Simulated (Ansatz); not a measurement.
The start is a randomly generated symmetric cell of Co2Si (space group No. 183). The structure is fully relaxed (lattice and positions, P = 0) with r2SCAN (plane waves to 500 eV, PAW, scalar-relativistic; Ansatz, a program for electronic structure). The first steps use a coarse 7×7×9 k-mesh.

Initial structure:
```
CELL_PARAMETERS angstrom
      3.73494     0.00000     0.00000
     -1.86747     3.23455     0.00000
      0.00000     0.00000     2.68682
ATOMIC_POSITIONS crystal
  Co 0.33333 0.66667 0.56650
  Co 0.66667 0.33333 0.56650
  Si 0.00000 0.00000 0.79790
```
Spin-polarised start, with parallel moments on Co.

Initial pressure: +34 GPa (positive: the cell is compressed)
Largest initial force: about 2.2 eV/Å, on Si3 (atoms numbered as listed)
Outcome: The space group goes from P6mm (No. 183) to P6/mmm (No. 191), with 3 atoms in the primitive magnetic cell
Energy released: 0.40 eV/atom
Volume change: +1.1 %, from 10.82 to 10.94 Å³/atom
Shortest distances (start → end): The closest pairs of elements (up to four, under 3.6 Å), start → end: Co–Co 2.16 → 2.26 Å; Co–Si 2.24 → 2.58 Å; Si–Si 2.69 → 2.48 Å
Band gap at the end: zero (metallic)
Optimiser moves: 10

Final structure:

```cif
data_Co2Si
_chemical_formula_sum 'Co2 Si1'
_space_group_name_H-M_alt 'P6/mmm'
_space_group_IT_number 191
_space_group_name_Hall '-P 6 2'
_cell_length_a 3.91182
_cell_length_b 3.91182
_cell_length_c 2.47639
_cell_angle_alpha 90.000
_cell_angle_beta 90.000
_cell_angle_gamma 120.000
loop_
_atom_site_label
_atom_site_type_symbol
_atom_site_symmetry_multiplicity
_atom_site_Wyckoff_symbol
_atom_site_fract_x
_atom_site_fract_y
_atom_site_fract_z
_atom_site_occupancy
Co1 Co 2 c 0.33333 0.66667 0.00000 1
Si1 Si 1 b 0.00000 0.00000 0.50000 1
```

Final values are on a 14×14×19 k-mesh of the relaxed cell. Spin state reached: ferromagnetic (net 0.92 μB/atom), from parallel starting moments; other spin orders were not run from this start. r2SCAN tends to overstate moments in metals.

The run could not lose the symmetry of its start, so the end can be a saddle point.

The relaxed structure here is a generated cell of Co2Si: the first start was made by a random draw of sites in a space group, and the end was not matched to a known phase here, so it may be hypothetical.
